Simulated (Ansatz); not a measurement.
Ir (fcc (Cu type)), relaxed and computed with several functionals in Ansatz (plane waves, PAW). Much of their spread follows the volume that each gives.

```json
[
 {"functional": "PBEsol", "V (Å³/atom)": "14.05", "B₀ by P(V) fit (GPa)": "386"},
 {"functional": "r²SCAN+D4", "V (Å³/atom)": "14.10", "B₀ by P(V) fit (GPa)": "?"},
 {"functional": "LDA", "V (Å³/atom)": "13.84", "B₀ by P(V) fit (GPa)": "405"},
 {"functional": "PBE+D3(BJ)", "V (Å³/atom)": "14.16", "B₀ by P(V) fit (GPa)": "373"},
 {"functional": "PBE", "V (Å³/atom)": "14.50", "B₀ by P(V) fit (GPa)": "347"}
]
```

**Question.** Fit a straight line to ln B₀ against ln V and predict the withheld value.

**Answer.** Least squares on the 4 shown rows: ln B₀ = -3.34 × ln V + (14.779), with a scatter of 0.3 %. For r²SCAN+D4 this gives 380. The run itself gave 386, a miss of 1.6 % of that.

All cells were relaxed under the symmetry of their starts (and spin orders); stability against distortions was not tested throughout. Rows with no word on spin ran without spin polarisation. Spin–orbit coupling is left out wherever it is not named.

Potentials: the later of the program's two PAW sets.

Ansatz (a quantum-chemistry and plane-wave program) is a plane-wave DFT program.
